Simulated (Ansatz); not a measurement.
A structure of Ca₂Ta₂O₇ relaxed with r2SCAN (plane waves to 500 eV, PAW, scalar-relativistic; Ansatz, a quantum-chemistry and plane-wave program); single points at other levels follow on the same geometry (Ansatz, PAW; HSE06 at 420 eV on a 4×4×4 k-mesh; no spin-orbit coupling). Space group Fd-3m (No. 227).

```cif
data_Ca16O56Ta16
_chemical_formula_sum 'Ca16 Ta16 O56'
_space_group_name_H-M_alt 'Fd-3m :1'
_space_group_IT_number 227
_space_group_name_Hall 'F 4d 2 3 -1d'
_cell_length_a 10.43198
_cell_length_b 10.43198
_cell_length_c 10.43198
_cell_angle_alpha 90.000
_cell_angle_beta 90.000
_cell_angle_gamma 90.000
loop_
_atom_site_label
_atom_site_type_symbol
_atom_site_symmetry_multiplicity
_atom_site_Wyckoff_symbol
_atom_site_fract_x
_atom_site_fract_y
_atom_site_fract_z
_atom_site_occupancy
Ca1 Ca 16 d 0.62500 0.62500 0.62500 1
Ta1 Ta 16 c 0.12500 0.12500 0.12500 1
O1 O 48 f 0.00000 0.00000 0.19242 1
O2 O 8 b 0.50000 0.50000 0.50000 1
```
(The calculation used a cell of 22 atoms; values per cell refer to that cell.)

```csv
level,gap (eV),kind,conduction minimum
r2SCAN,2.77,direct,Γ
HSE06,___,–,___
```

Problem. What belongs in the gaps?

Solution. 
- HSE06, gap (eV): 3.79
- HSE06, conduction minimum: Γ

For this cell size the semilocal gaps come from the SCF mesh and high-symmetry points. No spin polarisation in the result.

The run could not lose the symmetry of its start.

The first start was generated by placing the elements on the sites of a structure type. A measured structure of Ca2Ta2O7 has the same space group, Fd-3m (No. 227); the sites were not compared with it.
